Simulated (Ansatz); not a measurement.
Ansatz input file:

```yaml
crystal:
  lattice:
    - [0.0, 2.81, 2.81]
    - [2.81, 0.0, 2.81]
    - [2.81, 2.81, 0.0]
  atoms:
    - { symbol: Na, position: [0.0, 0.0, 0.0] }
    - { symbol: Cl, position: [0.5, 0.5, 0.5] }
basis:
  ecutwfc: 420
kpoints:
  mp_grid: { grid: [8, 8, 8] }
hamiltonian:
  xc: pbe
scf:
  occupations: { method: gaussian, width: 0.02 }
output:
  forces: true
  stress: true
  eigenvalues: true
  write_density: true
  write_potential: true
  elf: true
  volumetric_format: npy
relax:
  adjacent_minimum: "off"
  f_tol: 0.005
  max_steps: 80
  cell: { stress_tol: 0.05 }
```

Launched with
```bash
ansatz run input.yaml --threads 1 --pin off --max-ram 2560MiB --backend cpu --events-out ev --progress --plain --runs-dir out
```

These are results of DFT PBE, scalar-relativistic, plane waves, PAW (Ansatz), not measurements.

Part of what the program printed, abridged (iterations and final results):

```
SCF iter   1: F=—  HF=-2569.549421 eV  |F-HF|=—  |Δ(HF+E_count)|=         —  Δρ=9.60e-4  dr2=5.72e-4  ethr=1.77e-3  ⟨swp⟩=6.0  Hψ=2055  notcnv=0
SCF iter   2: F=—  HF=-2569.549534 eV  |F-HF|=—  |Δ(HF+E_count)|=   1.14e-4  Δρ=1.08e-3  dr2=7.82e-4  ethr=3.57e-6  ⟨swp⟩=2.0  Hψ=846  notcnv=0
SCF iter   3: F=—  HF=-2569.549325 eV  |F-HF|=—  |Δ(HF+E_count)|=   2.09e-4  Δρ=5.36e-4  dr2=2.01e-4  ethr=3.57e-6  ⟨swp⟩=2.0  Hψ=403  notcnv=0
SCF iter   4: F=—  HF=-2569.549264 eV  |F-HF|=—  |Δ(HF+E_count)|=   6.07e-5  Δρ=2.03e-4  dr2=2.95e-5  ethr=1.26e-6  ⟨swp⟩=2.2  Hψ=409  notcnv=0
SCF iter   5: F=—  HF=-2569.549294 eV  |F-HF|=—  |Δ(HF+E_count)|=   3.04e-5  Δρ=5.04e-5  dr2=1.78e-6  ethr=1.84e-7  ⟨swp⟩=2.0  Hψ=441  notcnv=0
SCF iter   6: F=—  HF=-2569.549294 eV  |F-HF|=—  |Δ(HF+E_count)|=   4.51e-7  Δρ=2.04e-5  dr2=2.92e-7  ethr=1.11e-8  ⟨swp⟩=2.2  Hψ=428  notcnv=0
SCF iter   7: F=-2569.549294 eV  HF=-2569.549294 eV  |F-HF|=3.29e-8  |Δ(HF+E_count)|=   8.20e-8  Δρ=8.03e-6  dr2=4.51e-8  ethr=6.25e-10  ⟨swp⟩=8.2  Hψ=1752  notcnv=0
SCF 1 converged in 7 iterations: F = -2569.549294 eV  dr2 = 4.51e-8
relax step   1: F+E_penalty+E_count = -2569.54929392 eV  Δ(F+E_penalty+E_count) = +0.000e0 eV  max|allowed force component| = 5.276e-30 eV/Å  Δτ_max = 0.0000 Å  P = +1.044 GPa  Ω = 44.376 Å³  (7 SCF iters, dr2 threshold 1.00e-7 eV, accepted)
Crystal: 2 atoms, lattice volume = 45.592 Å³
Initial density: handed on by an earlier stage of this run
Initial wavefunctions: those handed on with the density
SCF iter   1: F=—  HF=-2569.554738 eV  |F-HF|=—  |Δ(HF+E_count)|=         —  Δρ=1.11e-3  dr2=7.58e-4  ethr=4.68e-6  ⟨swp⟩=2.3  Hψ=2522  notcnv=0
SCF iter   2: F=—  HF=-2569.554361 eV  |F-HF|=—  |Δ(HF+E_count)|=   3.76e-4  Δρ=4.64e-4  dr2=8.02e-5  ethr=4.68e-6  ⟨swp⟩=2.0  Hψ=657  notcnv=0
SCF iter   3: F=—  HF=-2569.554386 eV  |F-HF|=—  |Δ(HF+E_count)|=   2.42e-5  Δρ=1.72e-4  dr2=9.39e-6  ethr=5.01e-7  ⟨swp⟩=2.0  Hψ=464  notcnv=0
SCF iter   4: F=—  HF=-2569.554385 eV  |F-HF|=—  |Δ(HF+E_count)|=   1.16e-6  Δρ=2.27e-5  dr2=3.69e-7  ethr=5.87e-8  ⟨swp⟩=2.1  Hψ=413  notcnv=0
SCF iter   5: F=-2569.554385 eV  HF=-2569.554385 eV  |F-HF|=2.43e-8  |Δ(HF+E_count)|=   4.30e-8  Δρ=6.06e-6  dr2=1.41e-8  ethr=1.25e-9  ⟨swp⟩=9.0  Hψ=2364  notcnv=0
SCF 2 converged in 5 iterations: F = -2569.554385 eV  dr2 = 1.41e-8
relax step   2: F+E_penalty+E_count = -2569.55438457 eV  Δ(F+E_penalty+E_count) = -5.091e-3 eV  max|allowed force component| = 1.729e-29 eV/Å  Δτ_max = 0.0000 Å  P = +0.323 GPa  Ω = 45.592 Å³  energy of the carried Pulay correction = -2.567e-5 eV  (5 SCF iters, dr2 threshold 2.00e-7 eV, accepted)
Crystal: 2 atoms, lattice volume = 46.157 Å³
SCF iter   1: F=—  HF=-2569.555008 eV  |F-HF|=—  |Δ(HF+E_count)|=         —  Δρ=5.09e-4  dr2=1.64e-4  ethr=9.84e-7  ⟨swp⟩=2.0  Hψ=2491  notcnv=0
SCF iter   2: F=—  HF=-2569.554978 eV  |F-HF|=—  |Δ(HF+E_count)|=   2.98e-5  Δρ=2.14e-4  dr2=1.72e-5  ethr=9.84e-7  ⟨swp⟩=2.5  Hψ=602  notcnv=0
SCF iter   3: F=—  HF=-2569.554974 eV  |F-HF|=—  |Δ(HF+E_count)|=   4.27e-6  Δρ=8.28e-5  dr2=2.26e-6  ethr=1.07e-7  ⟨swp⟩=2.0  Hψ=452  notcnv=0
SCF iter   4: F=-2569.554974 eV  HF=-2569.554974 eV  |F-HF|=1.98e-8  |Δ(HF+E_count)|=   2.49e-7  Δρ=1.12e-5  dr2=9.24e-8  ethr=1.25e-9  ⟨swp⟩=6.2  Hψ=2005  notcnv=0
SCF 3 converged in 4 iterations: F = -2569.554974 eV  dr2 = 9.24e-8
relax step   3: F+E_penalty+E_count = -2569.55497377 eV  Δ(F+E_penalty+E_count) = -5.892e-4 eV  max|allowed force component| = 1.762e-29 eV/Å  Δτ_max = 0.0000 Å  P = +0.022 GPa  Ω = 46.157 Å³  energy of the carried Pulay correction = -3.737e-5 eV  (4 SCF iters, dr2 threshold 2.00e-7 eV, accepted)
Initial wavefunctions: pseudopotential atomic-orbital guess (no wavefunctions were taken with the density)
SCF iter   1: F=—  HF=-2569.552258 eV  |F-HF|=—  |Δ(HF+E_count)|=         —  Δρ=3.95e-4  dr2=1.76e-6  ethr=4.30e-6  ⟨swp⟩=2.8  Hψ=2908  notcnv=0
SCF iter   2: F=—  HF=-2569.554365 eV  |F-HF|=—  |Δ(HF+E_count)|=   2.11e-3  Δρ=1.99e-4  dr2=8.01e-7  ethr=1.10e-8  ⟨swp⟩=2.0  Hψ=583  notcnv=0
SCF iter   3: F=—  HF=-2569.554886 eV  |F-HF|=—  |Δ(HF+E_count)|=   5.21e-4  Δρ=8.58e-5  dr2=8.56e-8  ethr=5.01e-9  ⟨swp⟩=2.0  Hψ=551  notcnv=0
SCF iter   4: F=—  HF=-2569.555005 eV  |F-HF|=—  |Δ(HF+E_count)|=   1.18e-4  Δρ=5.92e-6  dr2=1.71e-8  ethr=5.35e-10  ⟨swp⟩=2.0  Hψ=580  notcnv=0
SCF iter   5: F=—  HF=-2569.555005 eV  |F-HF|=—  |Δ(HF+E_count)|=   1.05e-7  Δρ=7.76e-7  dr2=2.97e-10  ethr=1.07e-10  ⟨swp⟩=2.0  Hψ=464  notcnv=0
SCF iter   6: F=—  HF=-2569.555005 eV  |F-HF|=—  |Δ(HF+E_count)|=   1.20e-9  Δρ=3.90e-7  dr2=1.10e-10  ethr=1.85e-12  ⟨swp⟩=2.2  Hψ=567  notcnv=0
SCF iter   7: F=-2569.555005 eV  HF=-2569.555005 eV  |F-HF|=7.73e-12  |Δ(HF+E_count)|=  1.06e-10  Δρ=1.34e-7  dr2=1.38e-11  ethr=1.00e-12  ⟨swp⟩=4.0  Hψ=1473  notcnv=0
SCF 4 converged in 7 iterations: F = -2569.555005 eV  dr2 = 1.38e-11
SCF converged after 7 iterations
Free energy (F): -2569.555005 eV
Harris-Foulkes:  -2569.555005 eV  (|F-HF|=7.73e-12)
Internal energy: -2569.555005 eV  (E = F + TS)
E sigma→0 (E₀):  -2569.555005 eV
Fermi energy:    3.390179 eV
--- Per-component energies (eV) ---
  E_band       = -238.216247
  E_kinetic    = 282.806789
  E_local      = -1543.732650  (includes V_loc(G=0)·N_el)
  E_nonlocal   = 143.524852
  E_hartree    = 544.599065
  E_xc         = -146.970221
  E_vxc        = -173.218880  (∫ρ·V_xc dr)
  E_paw        = -922.537822  (= ΣΔE_a)
  E_vpaw       = -36.794568  (= ΣTr[D̂ρ^β])
  E_aug_tail   = 0.000057  (compensation charges beyond the density's cutoff)
  E_ewald      = -927.245075
  E_smearing   =  0.000000  (= −TS)
--- Forces (eV/Å), atoms counted from 1 ---
  atom   1  Na     0.00000000     0.00000000     0.00000000
  atom   2  Cl     0.00000000     0.00000000     0.00000000
--- Stress (GPa, compression-positive) ---
        0.021277       0.000000       0.000000
        0.000000       0.021277       0.000000
        0.000000       0.000000       0.021277
  P = ⅓ Tr σ = 0.0213 GPa (0.213 kbar)
--- Band table (eV; the first three rows and the last of 29) ---
  k-point 0: bands = ["-48.0753", "-19.9855", "-19.9855", "-19.9855", "-11.7032", "0.8907", "0.8907", "0.8907", "5.8896", "11.8961", "11.8961", "11.8961"]
  k-point 1: bands = ["-48.0752", "-19.9893", "-19.9858", "-19.9858", "-11.6603", "0.5390", "0.8525", "0.8525", "6.3734", "11.3730", "12.0776", "12.0776"]
  k-point 2: bands = ["-48.0749", "-19.9983", "-19.9865", "-19.9865", "-11.5542", "-0.1561", "0.7633", "0.7633", "7.3440", "10.7965", "12.1401", "12.1401"]
  k-point 28: bands = ["-48.0744", "-19.9979", "-19.9979", "-19.9944", "-11.3362", "-0.2388", "-0.2388", "0.1759", "9.5704", "10.4873", "10.4873", "12.0604"]
--- Relaxed structure (3 steps of the walk, 3 accepted, 1 SCFs on fresh bases) ---
  F+E_penalty+E_count = -2569.55500492 eV   max|allowed force component| = 1.709e-29 eV/Å   (the final SCF, on the basis selected at the relaxed cell)
  cell:  # Å, volume = 46.1567 Å³
    - [0.0, 2.84709335, 2.84709335]
    - [2.84709335, 0.0, 2.84709335]
    - [2.84709335, 2.84709335, 0.0]
  atoms:
    - { symbol: Na, position: [0.0, 0.0, 0.0] }
    - { symbol: Cl, position: [0.49999999, 0.49999999, 0.49999999] }
```

The relaxation met its thresholds.

It took 18 s on 1 thread of Intel(R) Xeon(R) Processor @ 2.50GHz (Skylake/Cascade Lake), with other jobs on the host, peak memory 0.32 GiB.